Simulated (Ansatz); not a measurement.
# GaFe2O4: ⁵⁷Fe Mössbauer parameters

Cell: a Materials Project structure (computed, not necessarily an observed phase), atoms as given.

Space group Imma (No. 74); a = 5.9301, b = 5.9770, c = 8.5887 Å.

```
site  Wyckoff  site symmetry       x       y       z
  Ga       4b          2/m..  0.0000  0.5000  0.5000
 Fe3       4c          .2/m.  0.2500  0.2500  0.2500
 Fe5       4e            mm2  0.0000  0.7500  0.1327
  O7       8h            m..  0.5000  0.4904  0.2360
  O9       8i            .m.  0.2310  0.7500  0.4988
```

One atom of each set is listed; the run and its k-mesh use a cell of 14 atoms with edges of 6.01, 6.01, 6.01 Å.

Computed with Ansatz: DFT, PBE, plane waves and PAW, scalar-relativistic, collinear spin, 420 eV cutoff, Γ-centred 8×8×8 k-points, Fermi–Dirac smearing 0.05 eV. Start moments as typed (μB): 3 on each Fe, none on the rest.

Isomer shifts (against α-Fe) follow from the electron density at the nucleus, δ = α(ρ − ρ₀), with α = -0.366 mm s⁻¹ a₀³ and ρ₀ = 14904.00 a₀⁻³ from a line fitted to 10 measured compounds at this level of theory (rms miss 0.11 mm/s). ΔE_Q = ½eQV_zz(1 + η²/3)^½ with Q = 0.160 b for the 14.4 keV state. B_c is the Fermi-contact field along the atom's own moment; orbital and dipolar fields are not included.

(1) Where do the absorption lines lie when the magnetic splitting is averaged out (above the ordering temperature, with the gradients of this state)?

(2) And the six lines of Fe5 from the contact field alone, leaving the quadrupole term aside?

Answers

(1) Fe3 (2 atoms a cell): δ = 0.83, |ΔE_Q| = 1.07 mm/s, a doublet at 0.29 and 1.36 mm/s; Fe5 (2 atoms a cell): δ = 0.60, |ΔE_Q| = 0.29 mm/s, a doublet at 0.45 and 0.74 mm/s.

(2) With |B_c| = 23.5 T and nuclear moments 0.090604 and -0.15532 μN the lines lie at -3.20, -1.60, 0.00, 1.20, 2.79, 4.39 mm/s, in the ratio 3:2:1:1:2:3 for a powder. High-spin Fe(III) in oxides shows about 50 T, so a measured sextet would be far wider.

The largest force is 0.6 eV/Å, so the atoms aren't at the calculated equilibrium and relaxing them would move these values. Runs of this kind can end above the lowest electronic state. The run finds no gap above 0.1 eV (a metal, or nearly one), so the gradients can move by 10 % or more with the k-mesh. Semilocal functionals can leave a metal where correlation in the d or f shell opens a gap in the real compound, and that would change the values at and beside Fe. With these PAW files V_zz is typically within 2 to 3 % of all-electron values, but misses above 10 % occur on Fe. All moments are parallel here, as the start or the cell imposes; many such compounds order antiparallel, where fields and spin densities carried over to other atoms largely cancel. The magnetic order is the one that the run reached from its start moments, not necessarily the measured one; the program found signs of a lower order. Semilocal functionals underestimate the core's spin polarisation, so contact fields of ionic iron come out too small in magnitude. On Fe3 B_c is a small difference of large parts, and can be wrong severalfold and even in sign.
